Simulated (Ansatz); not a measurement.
Os (diamond, Fd-3m) at seven volumes, the program Ansatz at the r²SCAN level (PAW), scaled uniformly. One row is withheld.

| V (Å³/atom) | P (GPa) |
|---|---|
| 19.105 | ? |
| 19.734 | 15.81 |
| 20.364 | 7.25 |
| 20.994 | 0.00 |
| 21.624 | -6.14 |
| 22.254 | -11.32 |
| 22.883 | -15.69 |

Q: Fit the shown pressures and predict the withheld one.

A: P = (3/2)B₀(x^(7/2) − x^(5/2))[1 + (3/4)(B′ − 4)(x − 1)] with x = (V₀/V)^(2/3). Least squares on the six rows gives V₀ = 20.994 Å³/atom, B₀ = 222 GPa, B′ = 4.58. At V = 19.105, x = 1.0649 and P = 25.99 GPa. The run itself gave 25.91 GPa.

The start of the workflow was typed in or built on a structure type; neither database checked (COD, Materials Project) lists it. It is not the phase usual at ambient conditions (space group No. 194). The r²SCAN relaxation kept the symmetry of its start; its stability against distortions is not shown here. The run is not spin-polarised. Spin–orbit coupling is left out wherever it is not named.

Potentials: the later of the program's two PAW sets.
